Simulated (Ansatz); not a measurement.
Consider the following.

Ge:
```yaml
crystal:
  lattice:
    - [-2.53489, 2.53510, 1.39194]
    - [2.53489, -2.53510, 1.39194]
    - [2.53489, 2.53510, -1.39194]
  atoms:
    - { symbol: Ge, position: [0.62511, 0.87511, 0.75000] }
    - { symbol: Ge, position: [0.37489, 0.12489, 0.25000] }
```

This is the LDA-relaxed structure.

All from LDA (plane waves, PAW; program Ansatz), unless another level is named. Predict the electronic character.

metallic (no gap).

What about the density of states at the Fermi level?

0.38 states/eV per atom (mean over ±0.08 eV).

Space group I4_1/amd (β-Sn type). This is a known high-pressure phase of the composition, computed here at zero pressure and temperature. Symmetry was held in the LDA relaxation; of distortions, only those at the zone centre were tested. Spin–orbit coupling is left out wherever it is not named.

Potentials: the later of the program's two PAW sets.
